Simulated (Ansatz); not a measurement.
Structure relaxation, CoSi2

The start is a generated cell, CoSi2 placed in the AFLOW prototype A2B_oP12_62_2c_c (C25, as in HgCl2). The structure is fully relaxed (lattice and positions, P = 0) with r2SCAN (plane waves to 500 eV, PAW, scalar-relativistic; Ansatz, a first-principles code). The first steps use a coarse 2×4×6 k-mesh.

Input geometry:
```
CELL_PARAMETERS angstrom
      9.62787     0.00000     0.00000
      0.00000     4.50813     0.00000
      0.00000     0.00000     3.26977
ATOMIC_POSITIONS crystal
  Co 0.37400 0.75000 0.94700
  Co 0.87400 0.75000 0.55300
  Co 0.62600 0.25000 0.05300
  Co 0.12600 0.25000 0.44700
  Si 0.23300 0.75000 0.62500
  Si 0.73300 0.75000 0.87500
  Si 0.76700 0.25000 0.37500
  Si 0.26700 0.25000 0.12500
  Si 0.00800 0.75000 0.22200
  Si 0.50800 0.75000 0.27800
  Si 0.99200 0.25000 0.77800
  Si 0.49200 0.25000 0.72200
```
Spin-polarised start, with parallel moments on Co.

- Shortest distances (start → end) = The closest pairs of elements (up to four, under 3.6 Å), start → end: Co–Si 1.68 → 2.30 Å; Si–Si 2.54 → 2.66 Å; Co–Co 3.27 → 3.76 Å
- Band gap at the end = no gap (metallic)
- Moments at the end = zero (the starting moments vanished)
- Optimiser moves = 22

The end point of the relaxation:

```cif
data_Co4Si8
_chemical_formula_sum 'Co4 Si8'
_space_group_name_H-M_alt 'Fm-3m'
_space_group_IT_number 225
_space_group_name_Hall '-F 4 2 3'
_cell_length_a 5.31498
_cell_length_b 5.31498
_cell_length_c 5.31498
_cell_angle_alpha 90.000
_cell_angle_beta 90.000
_cell_angle_gamma 90.000
loop_
_atom_site_label
_atom_site_type_symbol
_atom_site_symmetry_multiplicity
_atom_site_Wyckoff_symbol
_atom_site_fract_x
_atom_site_fract_y
_atom_site_fract_z
_atom_site_occupancy
Co1 Co 4 a 0.00000 0.00000 0.00000 1
Si1 Si 8 c 0.25000 0.25000 0.25000 1
```
(The calculation used a cell of 3 atoms; values per cell refer to that cell.)

Final values are on a 12×12×12 k-mesh of the relaxed cell. The start holds a very short contact (Co–Si 1.68 Å). No spin polarisation in the result: the starting moments vanished. The relaxed primitive cell holds an odd number of electrons. A magnetic state may lie lower.

The run could not lose the symmetry of its start.

The first start was generated by placing the elements on the sites of a structure type. A measured structure of CoSi2 has the same space group, Fm-3m (No. 225); the sites were not compared with it.
